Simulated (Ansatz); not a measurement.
Co3IrC (anti-perovskite, Pm-3m), the program Ansatz at the PBEsol level (PAW), all energies at zero smearing, with the estimated change up to a 700 eV cutoff added, with one set of potentials and settings (totals compare only within such a set). Cell of 5 atoms (3 Co, 1 Ir, 1 C): -27324.755 eV.

```csv
element,reference phase,E (eV/atom)
Co,"P6_3/mmc, 2 atoms in the cell, spin-polarised",-5093.0002
Ir,"Fm-3m, 1 atoms in the cell",-11800.4472
C,"P6_3/mmc, 4 atoms in the cell",-246.6953
```

Formation energy per atom, worked out: (-27324.755 − 3×(-5093.0002) − 1×(-11800.4472) − 1×(-246.6953))/5 = 0.278 eV/atom (27 kJ per mol of atoms), at 0 K, without zero-point energy or fitted corrections.

The start of the workflow was typed in or built on a structure type; neither database checked (COD, Materials Project) lists it. Whether it is the stable phase at ambient conditions was not checked. The PBEsol relaxation kept the symmetry of its start; its stability against distortions is not shown here. Magnetic state: ferromagnetic, chosen from 5 collinear starts compared on coarse meshes (ties went to the first, and starts can fall back to one state), not a proven ground state. Its formation energy is positive at this level, so the cell may be metastable or incomplete. The references are the lowest solids computed at this level, not always the standard phases. Spin–orbit coupling is left out wherever it is not named.

Potentials: the earlier of the program's two PAW sets. The files were generated under PBE; for other functionals the program regenerates the frozen cores, and for LDA and PBEsol the local potential too.
